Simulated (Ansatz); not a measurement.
K$_{2}$TeOF$_{4}$:
```
K2TeOF4
1.0
    3.12912    -6.74349     0.00000
    3.12912     6.74349     0.00000
    0.00000     0.00000     6.63470
K Te O F
4 2 2 8
Direct
  0.43837   0.56163   0.25000
  0.56163   0.43837   0.75000
  0.75363   0.24637   0.25000
  0.24637   0.75363   0.75000
  0.10588   0.89412   0.25000
  0.89412   0.10588   0.75000
  0.76116   0.23884   0.75000
  0.23884   0.76116   0.25000
  0.12913   0.35095   0.53448
  0.87087   0.64905   0.46552
  0.87087   0.64905   0.03448
  0.12913   0.35095   0.96552
  0.35095   0.12913   0.46552
  0.64905   0.87087   0.53448
  0.64905   0.87087   0.96552
  0.35095   0.12913   0.03448
```

Relaxed with r²SCAN.

Give the Bader charges and basin volumes of the independent atoms, the program Ansatz at the r²SCAN level (PAW).



```json
[
 {"atom": "K1", "Bader charge (e)": "+0.90", "Bader volume (Å³)": "19.0"},
 {"atom": "K3", "Bader charge (e)": "+0.91", "Bader volume (Å³)": "20.5"},
 {"atom": "Te5", "Bader charge (e)": "+2.54", "Bader volume (Å³)": "17.9"},
 {"atom": "O7", "Bader charge (e)": "-1.21", "Bader volume (Å³)": "17.8"},
 {"atom": "F9", "Bader charge (e)": "-0.79", "Bader volume (Å³)": "16.2"}
]
```

Space group Cmcm. The workflow started from a Materials Project entry (that database holds measured and hypothetical structures alike); the Crystallography Open Database files this formula in space group No. 63, but the cells were not matched. Whether it is the stable phase at ambient conditions was not checked. The cell was relaxed with r²SCAN under the symmetry of its start; its stability against distortions is not shown here. Scalar-relativistic: spin–orbit coupling is off unless named, which matters more the heavier the elements.

Potentials: the later of the program's two PAW sets.
